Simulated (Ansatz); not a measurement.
Input:

YTaN3:
```cif
data_N3TaY
_chemical_formula_sum 'Y1 Ta1 N3'
_space_group_name_H-M_alt 'Pm-3m'
_space_group_IT_number 221
_space_group_name_Hall '-P 4 2 3'
_cell_length_a 4.03032
_cell_length_b 4.03032
_cell_length_c 4.03032
_cell_angle_alpha 90.000
_cell_angle_beta 90.000
_cell_angle_gamma 90.000
loop_
_atom_site_label
_atom_site_type_symbol
_atom_site_symmetry_multiplicity
_atom_site_Wyckoff_symbol
_atom_site_fract_x
_atom_site_fract_y
_atom_site_fract_z
_atom_site_occupancy
Y1 Y 1 a 0.00000 0.00000 0.00000 1
Ta1 Ta 1 b 0.50000 0.50000 0.50000 1
N1 N 3 c 0.00000 0.50000 0.50000 1
```

This is the r²SCAN-relaxed structure.

Question: All from the program Ansatz at the r²SCAN level (PAW), unless another level is named. Predict the electronic character.

Answer: metallic (no gap).

Question: Predict the formation energy from the elements (no fitted shifts).

Answer: -1054 meV/atom.

Question: What about the density of states at the Fermi level?

Answer: 0.46 states/eV per atom (mean over ±0.08 eV).

Question: Give the gap with spin–orbit coupling.

Answer: none (metallic).

The start of the workflow was typed in or built on a structure type; neither database checked (COD, Materials Project) lists it. Whether it is the stable phase at ambient conditions was not checked. Symmetry was held in the r²SCAN relaxation; its stability against distortions is not shown here. No spin polarisation was allowed. With an odd number of electrons in the cell and no spin polarisation, the count alone makes it a metal. The references are the lowest solids computed at this level, not always the standard phases (solids in place of the gases). Scalar-relativistic: spin–orbit coupling is off unless named, which matters more the heavier the elements.

Potentials: the later of the program's two PAW sets.
